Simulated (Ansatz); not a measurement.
Here is an unrelaxed guess for Ge₂P.

```cif
data_structure
_symmetry_space_group_name_H-M 'P6_3/mmc'
_symmetry_Int_Tables_number 194
_cell_length_a 3.2427
_cell_length_b 3.2427
_cell_length_c 17.0786
_cell_angle_alpha 90.000
_cell_angle_beta 90.000
_cell_angle_gamma 120.000
_cell_volume 155.52
loop_
_atom_site_label
_atom_site_type_symbol
_atom_site_symmetry_multiplicity
_atom_site_Wyckoff_symbol
_atom_site_fract_x
_atom_site_fract_y
_atom_site_fract_z
_atom_site_occupancy
Ge1 Ge 4 e 0.00000 0.00000 0.33811 1
P1 P 2 d 0.66667 0.33333 0.25000 1
```

Level of theory: DFT PBE, scalar-relativistic, plane waves, PAW in Ansatz 0.2.0. Cutoff 420 eV; k points 6×6×1 on the computed 6-atom cell (Γ-centred); Gaussian smearing, width 0.10 eV; no spin polarisation.

Formation energies are uncorrected and refer to the elements' standard structures at the same level. The references include black phosphorus.

Task: What does a single point on this coarse mesh give?

Result: The pressure is 10.1 GPa (the mean over three directions, positive in compression), the largest force is 0.90 eV/Å, and the energy is +0.49 eV/atom against the elements. The shortest distance is 2.40 Å.

Task: Is it a good guess?

Result: A rough one: relaxing gains about 0.20 eV/atom (the start's value is from the coarse mesh, so the gain is rough) in 23 ionic steps and ends at +0.29 eV/atom on the finer mesh. The symmetry stays P6_3/mmc (No. 194). The volume per atom shrinks by 17.4 %, from 25.9 to 21.4 Å³. The shortest distance goes from 2.40 Å (Ge–P) to 2.56 Å (Ge–P). The ratio c/a of the conventional cell changes by a factor of 0.65. Conventional cell: a = 3.516 Å, c = 11.997 Å. Around Ge lie 3 P at 2.56 Å, 1 Ge at 2.89 Å and 1 Ge at 3.11 Å; around P lie 6 Ge at 2.56 Å.

The last run used a 12×12×4 mesh (in the run's order of axes) for its 6-atom cell and Gaussian smearing of 0.10 eV. The reference form of P is held partly by dispersion forces, which this level lacks. The relaxation can't lower the symmetry of the start, and the grade says only how near the guess is to its own end. Symmetry constrained the relaxation, so the result can be a saddle point. Another cell of Ge2P relaxed alike, in P6_3/mmc, lies 86 meV/atom lower, so this cell isn't the stable form at this level.
